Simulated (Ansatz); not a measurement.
Equation of state of LaTl

```cif
data_structure
_symmetry_space_group_name_H-M 'Pm-3m'
_symmetry_Int_Tables_number 221
_cell_length_a 3.9360
_cell_length_b 3.9360
_cell_length_c 3.9360
_cell_angle_alpha 90.000
_cell_angle_beta 90.000
_cell_angle_gamma 90.000
_cell_volume 60.98
loop_
_atom_site_label
_atom_site_type_symbol
_atom_site_symmetry_multiplicity
_atom_site_Wyckoff_symbol
_atom_site_fract_x
_atom_site_fract_y
_atom_site_fract_z
_atom_site_occupancy
La1 La 1 a 0.00000 0.00000 0.00000 1
Tl1 Tl 1 b 0.50000 0.50000 0.50000 1
```

The runs use the primitive cell with vectors (3.936, 0.000, 0.000), (0.000, 3.936, 0.000), (0.000, 0.000, 3.936) Å, to which the k mesh refers.

The cell is COD entry 1523872, as deposited and not checked against the literature; nothing was relaxed.

No spin–orbit coupling, which matters for the heavy atoms here.

All numbers are computed: DFT, PBEsol, all-electron LAPW, scalar-relativistic (Ansatz 0.2.0); DFT, PBEsol, PAW with Ansatz's default frozen-core files, scalar-relativistic (Ansatz 0.2.0).

For LAPW: a Γ-centred 10×10×10 k mesh, Fermi–Dirac smearing of 0.05 eV, basis error target 0.25 meV/atom, no spin polarisation. PAW takes a cutoff of 420 eV at this cell (files made with PBE, cores remade for this functional). The Ansatz runs share mesh, smearing and spin set-up. Plane-wave (PAW) pressures include the program's estimate of the Pulay term.

The cell above is scaled evenly, with fractional coordinates and shape held.

```
V/V(cell)  V (Å³/atom)  P, LAPW (GPa)  P, PAW (GPa)  free energy over the lowest listed, PAW (meV/atom)
   0.9400       28.659           3.01          2.98                                                12.9
   0.9600       29.269           1.66          1.63                                                 4.1
   0.9800       29.879           0.45          0.42                                                 0.3
   0.9900       30.184          -0.11         -0.14                                                 0.0
   1.0000       30.488          -0.64         -0.67                                                 0.8
   1.0100       30.793          -1.15         -1.17                                                 2.5
   1.0200       31.098          -1.62         -1.64                                                 5.2
   1.0400       31.708          -2.49         -2.51                                                13.1
   1.0600       32.318              ?             ?                                                   ?
```

(1) Fill in the row V/V(cell) = 1.0600.

(2) What do Birch–Murnaghan fits to the pressures give?

Results:

(1) P, LAPW (GPa) = -3.27, P, PAW (GPa) = -3.29, free energy over the lowest listed, PAW (meV/atom) = 24.2.

(2) LAPW: V0 = 30.12 Å³/atom, B0 = 54 GPa, B0′ = 4.4; PAW: V0 = 30.11 Å³/atom, B0 = 54 GPa, B0′ = 4.4.
